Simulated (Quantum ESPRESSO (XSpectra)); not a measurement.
Quantum ESPRESSO (XSpectra) run for X-ray absorption at the O K edge of KTaO3 (Pm-3m). Geometry: Materials Project entry mp-3614 (a computed structure). The cell is the entry's, not relaxed again. The ground-state test found a gap, so occupations are fixed and the excited electron is left out (charged cell on a uniform background); energies count from the highest occupied level. pw.x input:

```
&CONTROL
  calculation = 'scf'
  prefix = 'x'
  pseudo_dir = './pseudo'
  outdir = './out'
/
&SYSTEM
  ibrav = 0
  nat = 40
  ntyp = 4
  ecutwfc = 70
  input_dft = 'PZ'
  tot_charge = 1
  occupations = 'fixed'
/
&ELECTRONS
  conv_thr = 4.0e-07
  mixing_beta = 0.4
/
ATOMIC_SPECIES
Oh 15.999 O.lda-tm-gipaw-star1s.UPF
K 39.098 K.upf
Ta 180.948 Ta.upf
O 15.999 O.lda-tm-gipaw.UPF
CELL_PARAMETERS angstrom
   7.989760000    0.000000000    0.000000000
   0.000000000    7.989760000    0.000000000
   0.000000000    0.000000000    7.989760000
ATOMIC_POSITIONS crystal
K      0.250000000    0.250000000    0.250000000
K      0.250000000    0.250000000    0.750000000
K      0.250000000    0.750000000    0.250000000
K      0.250000000    0.750000000    0.750000000
K      0.750000000    0.250000000    0.250000000
K      0.750000000    0.250000000    0.750000000
K      0.750000000    0.750000000    0.250000000
K      0.750000000    0.750000000    0.750000000
Ta     0.000000000    0.000000000    0.000000000
Ta     0.000000000    0.000000000    0.500000000
Ta     0.000000000    0.500000000    0.000000000
Ta     0.000000000    0.500000000    0.500000000
Ta     0.500000000    0.000000000    0.000000000
Ta     0.500000000    0.000000000    0.500000000
Ta     0.500000000    0.500000000    0.000000000
Ta     0.500000000    0.500000000    0.500000000
Oh     0.000000000    0.250000000    0.000000000
O      0.000000000    0.250000000    0.500000000
O      0.000000000    0.750000000    0.000000000
O      0.000000000    0.750000000    0.500000000
O      0.500000000    0.250000000    0.000000000
O      0.500000000    0.250000000    0.500000000
O      0.500000000    0.750000000    0.000000000
O      0.500000000    0.750000000    0.500000000
O      0.250000000    0.000000000    0.000000000
O      0.250000000    0.000000000    0.500000000
O      0.250000000    0.500000000    0.000000000
O      0.250000000    0.500000000    0.500000000
O      0.750000000    0.000000000    0.000000000
O      0.750000000    0.000000000    0.500000000
O      0.750000000    0.500000000    0.000000000
O      0.750000000    0.500000000    0.500000000
O      0.000000000    0.000000000    0.250000000
O      0.000000000    0.000000000    0.750000000
O      0.000000000    0.500000000    0.250000000
O      0.000000000    0.500000000    0.750000000
O      0.500000000    0.000000000    0.250000000
O      0.500000000    0.000000000    0.750000000
O      0.500000000    0.500000000    0.250000000
O      0.500000000    0.500000000    0.750000000
K_POINTS automatic
2 2 2 0 0 0
```

xspectra.x input:

```
&input_xspectra
  calculation = 'xanes_dipole'
  edge = 'K'
  prefix = 'x'
  outdir = './out'
  xonly_plot = .false.
  xiabs = 1
  xcoordcrys = .false.
  xepsilon(1) = 1.0
  xepsilon(2) = 0.0
  xepsilon(3) = 0.0
  xniter = 1500
  xcheck_conv = 50
  xerror = 0.002
  x_save_file = 'x0.sav'
/
&plot
  xnepoint = 451
  xemin = -5.0
  xemax = 40.0
  xgamma = 0.5
  terminator = .true.
  cut_occ_states = .true.
/
&pseudos
  filecore = 'core.wfc'
/
&cut_occ
  cut_desmooth = 0.1
  cut_stepl = 0.01
  cut_ierror = 1e-6
/
3 3 3 1 1 1
```

End of the pw.x output:

```
    -2.5592  -2.5592  -2.4452  -2.4320  -2.4084  -2.3620  -2.3582  -2.3575
    -2.3575  -2.3548  -2.2869  -2.2869  -2.1773  -2.1773  -2.1743  -2.1659
    -2.1120  -2.1094  -2.1094  -2.1071  -2.0472  -2.0376  -2.0376  -2.0375
    -0.7269   1.2504   1.2504   2.9998   2.9998   3.2170   4.2384   4.2861
     4.3004   4.3004   4.3138   4.3446   4.3719   4.3719   4.3840   4.5302
     4.5778   4.5896   4.6722   4.6722   4.6856   4.7366   4.7499   4.7499
     4.7721   4.8192   4.8515   4.8515   5.0097   5.0611   5.1872   5.1872
     5.2502   5.2502   5.2504   5.3177   5.3997   5.3997   5.5464   5.6615
     5.6615   6.0031   6.0212   6.1008   6.2368   6.2368   6.3968   6.8334
     6.9137   7.0910   7.1217   7.1217   7.1612   7.1788   7.1788   7.3193
     7.3193   7.3283   7.4121   7.5407   7.5509   7.5830   7.5830   7.7216
     7.7216   7.7472   7.7956   7.8691   7.8909   8.0665   8.0665   8.0988

     highest occupied level (ev):     8.5540

!    total energy              =   -2309.69047555 Ry
     estimated scf accuracy    <       0.00000019 Ry

     The total energy is the sum of the following terms:
     one-electron contribution =    -604.58412443 Ry
     hartree contribution      =     461.71672836 Ry
     xc contribution           =    -502.37047403 Ry
     ewald contribution        =   -1664.45260545 Ry

     convergence has been achieved in  13 iterations

     XML data file, charge density, pseudopotentials, collected wavefunctions
```

xspectra.x output, shortened:

```
... Begin STEP 1 ...

        Radial transition matrix element(s) used in the calculation of the
        initial vector of the Lanczos basis (|tilde{phi}_abs> normalized)
        | For PAW proj. (l=1) #1: radial matrix element =   0.141535429
        | For PAW proj. (l=1) #2: radial matrix element =   0.174719217

NB: the     7 k-point are not all listed below because npool=  4
        |-------------------------------------------------------------
        ! k-point #     1:  ( 0.1667,  0.1667,  0.1667),  0.0741,   1
        |-------------------------------------------------------------
 okvan= F
        |   Norm of the initial Lanczos vector: 0.10086551E+00
        !   => CONVERGED at iter    650 with error=  0.00111641
        |-------------------------------------------------------------
        ! k-point #     2:  ( 0.1667,  0.1667,  0.5000),  0.0741,   1
        |-------------------------------------------------------------
 okvan= F
        |   Norm of the initial Lanczos vector: 0.10086551E+00
        !   => CONVERGED at iter    700 with error=  0.00135684
        |-------------------------------------------------------------
        ! k-point #     3:  ( 0.1667,  0.1667,  0.8333),  0.0741,   1
        |-------------------------------------------------------------
 okvan= F
        |   Norm of the initial Lanczos vector: 0.10086551E+00
        !   => CONVERGED at iter    700 with error=  0.00159886
        |-------------------------------------------------------------

        ...
... Begin STEP 2 ...

     The spectrum is calculated using the following parameters:
        energy-zero of the spectrum [eV]:    8.5540
        the occupied states are elimintate from the spectrum
        xemin [eV]:  -5.00
        xemax [eV]:  40.00
        xnepoint:  451
        constant broadening parameter [eV]:    0.500
        Core level energy [eV]:  -543.1
         (from electron binding energy of neutral atoms in X-ray data booklet)

     Cross-section successfully written in xanes.dat

     ... End STEP 2 ...

     xanes        :    550.12s CPU    551.10s WALL (       1 calls)

     -------------------------------------------------------------------------
                                END JOB XSpectra
     -------------------------------------------------------------------------
```

xanes.dat for the field along x, every fifth line (energy in eV, cross section):

```
   -5.000   5.0790e-04
   -4.500   5.5450e-04
   -4.000   6.0930e-04
   -3.500   6.7440e-04
   -3.000   7.5300e-04
   -2.500   8.4940e-04
   -2.000   9.7030e-04
   -1.500   1.1260e-03
   -1.000   1.3320e-03
   -0.500   1.6170e-03
    0.000   2.0300e-03
    0.500   2.6880e-03
    1.000   3.8520e-03
    1.500   6.3240e-03
    2.000   1.1310e-02
    2.500   2.0280e-02
    3.000   2.9970e-02
    3.500   3.9210e-02
    4.000   4.9370e-02
    4.500   2.5790e-02
    5.000   1.4430e-02
    5.500   1.1260e-02
    6.000   8.4850e-03
    6.500   7.9860e-03
    7.000   1.0200e-02
    7.500   1.5690e-02
    8.000   2.7760e-02
    8.500   4.4800e-02
    9.000   4.8370e-02
    9.500   3.6860e-02
   10.000   3.4970e-02
   10.500   3.7800e-02
   11.000   2.7320e-02
   11.500   2.0540e-02
   12.000   1.6410e-02
   12.500   2.0380e-02
   13.000   1.9510e-02
   13.500   1.8570e-02
   14.000   1.8020e-02
   14.500   2.0060e-02
   15.000   2.1290e-02
   15.500   2.1900e-02
   16.000   1.7290e-02
   16.500   1.1410e-02
   17.000   9.0450e-03
   17.500   8.7360e-03
   18.000   8.9220e-03
   18.500   1.0300e-02
   19.000   1.2090e-02
   19.500   1.6150e-02
   20.000   2.2480e-02
   20.500   2.8620e-02
   21.000   3.1500e-02
   21.500   3.6690e-02
   22.000   5.1970e-02
   22.500   3.8820e-02
   23.000   2.7510e-02
   23.500   2.3510e-02
   24.000   1.8190e-02
   24.500   1.5150e-02
   25.000   1.3070e-02
   25.500   1.1580e-02
   26.000   9.2250e-03
   26.500   7.3750e-03
   27.000   7.6670e-03
   27.500   8.8550e-03
   28.000   1.1430e-02
   28.500   1.4250e-02
   29.000   1.7860e-02
   29.500   2.4300e-02
   30.000   2.4860e-02
   30.500   2.4580e-02
   31.000   2.1800e-02
   31.500   2.2200e-02
   32.000   2.2320e-02
   32.500   1.8680e-02
   33.000   2.0400e-02
   33.500   2.3570e-02
   34.000   2.5090e-02
   34.500   2.3810e-02
   35.000   2.1650e-02
   35.500   2.2580e-02
   36.000   2.5240e-02
   36.500   2.8020e-02
   37.000   2.7050e-02
   37.500   2.2010e-02
   38.000   2.0060e-02
   38.500   2.1330e-02
   39.000   1.8150e-02
   39.500   1.5520e-02
   40.000   1.4660e-02
```
